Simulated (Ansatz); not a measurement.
Values for one crystal, relaxed and computed with plane-wave PAW r²SCAN (Ansatz code); other levels are named.

```yaml
volume_per_atom: 12.41 Å³
electronic_character: metallic (no gap)
Density of states at the Fermi level: 0.53 states/eV per atom (mean over ±0.08 eV)
Formation energy from the elements (no fitted shifts): 0.073 eV/atom
```

Task: Which of these materials gives this?
A. CaAl2Ge2, P-3m1 (Ca on 1a, Al on 2d, Ge on 2d)
B. HfBeSi, P6_3/mmc (Hf on 2a, Be on 2c, Si on 2d)
C. CaGe2Pd2, I4/mmm (Ca on 2a, Ge on 4e, Pd on 4d)
D. Fe2Ge, P6_3/mmc (Fe on 2a, Fe on 2c, Ge on 2d)

Result: D, Fe2Ge, P6_3/mmc (Fe on 2a, Fe on 2c, Ge on 2d)

The first step of the workflow began from a Materials Project structure, measured or hypothetical; the Crystallography Open Database copy checked does not list it. Whether it is the stable phase at ambient conditions was not checked. The cell was relaxed with r²SCAN under the symmetry of its start; its stability against distortions is not shown here. Spin order of the final state: ferromagnetic, the only order run, not a proven ground state. Other orbital occupations within this spin state were not tried. The references are the lowest solids computed at this level, not always the standard phases. Scalar-relativistic: spin–orbit coupling is off unless named, which matters more the heavier the elements.

Potentials: the later of the program's two PAW sets.
